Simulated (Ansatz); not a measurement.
Co2N (space group Pnnm)

```xyz
6
Lattice="4.2236 0.0000 0.0000 0.0000 4.4831 0.0000 0.0000 0.0000 2.7927" Properties=species:S:1:pos:R:3 pbc="T T T"
Co     0.9722     0.7863     1.3963
Co     3.0840     1.4552     0.0000
Co     3.2514     3.6968     1.3963
Co     1.1396     3.0279     0.0000
N      2.1118     2.2415     1.3963
N      0.0000     0.0000     0.0000
```

The slice is a (010) plane (indices of the conventional cell) through the point (0.230, 0.175, 0.500) (fractional), spanned by u = [001] and v = [100] in vectors of this cell: u (2.79 Å) and v (4.22 Å, at 90° to u). It covers one period; positions are fractions (u, v).

Method: PBEsol (plane waves to 420 eV, PAW, scalar-relativistic; Ansatz, a program for electronic structure). k mesh 11×11×17. Near the nuclei the fields are pseudised (PAW); where an atom keeps semicore shells as valence, they peak there. Co2N is run without spin polarisation. Co2N was relaxed with its symmetry unable to fall.

Three fields on this plane, each scaled to ten steps between its own extremes (0 low, 9 high; the total valence density on a logarithmic scale, the potential cut 8 eV below its top; x marks points blanked near nuclei; v = 0 in the bottom row):

Map A
```
|xxxxx0022200xxxx|
|xxxxx0245420xxxx|
|xxxx014777410xxx|
|xxx01379997310xx|
|10002589x9852000|
|00013689x9863100|
|0112356777653211|
|1111222333222111|
|1110000111000011|
|1110000xxx000011|
|111000xxxxx00011|
|111001xxxxx10011|
|111001xxxxx10011|
|1111011xxx110111|
|1111101111101111|
|1111110000011111|
|1112221111122211|
|0001222212222100|
|1000112222211000|
|xxx00012221000xx|
|xxxx000111000xxx|
|xxxxx0001000xxxx|
|xxxxx0001000xxxx|
|xxxxx0011100xxxx|
```

Map B
```
|xxxxx7433347xxxx|
|xxxxx7544457xxxx|
|xxxx866666668xxx|
|xxx86667776668xx|
|77655678x8765567|
|33344678x8764433|
|1123457888754321|
|0012457898754210|
|0012457999754210|
|0012469xxx964210|
|001247xxxxx74210|
|001258xxxxx85210|
|001247xxxxx74210|
|0012468xxx864210|
|0011346787643110|
|0011233454332110|
|1111112222211111|
|3332111111111233|
|7754210000012457|
|xxx74210001247xx|
|xxxx731000137xxx|
|xxxxx5210125xxxx|
|xxxxx7311137xxxx|
|xxxxx7422247xxxx|
```

Map C
```
|xxxxx0367630xxxx|
|xxxxx0356530xxxx|
|xxxx004555400xxx|
|xxx00343334300xx|
|00013431x1343100|
|33455430x0345543|
|7776542000245677|
|8887520000025788|
|9886400000004688|
|9875100xxx001578|
|987500xxxxx00578|
|987500xxxxx00578|
|997500xxxxx00579|
|9986300xxx003689|
|9997510000015799|
|9998753101357899|
|7888876666678888|
|4456788888887654|
|0002578999875200|
|xxx00579997500xx|
|xxxx026898620xxx|
|xxxxx0578750xxxx|
|xxxxx0378730xxxx|
|xxxxx0367630xxxx|
```

Assign the maps to these fields: electron localisation function (ELF); valence electron density; electrostatic potential energy of an electron, from the cell's mean.

A is the electron localisation function (ELF); B is the valence electron density; C is the electrostatic potential energy of an electron, from the cell's mean.
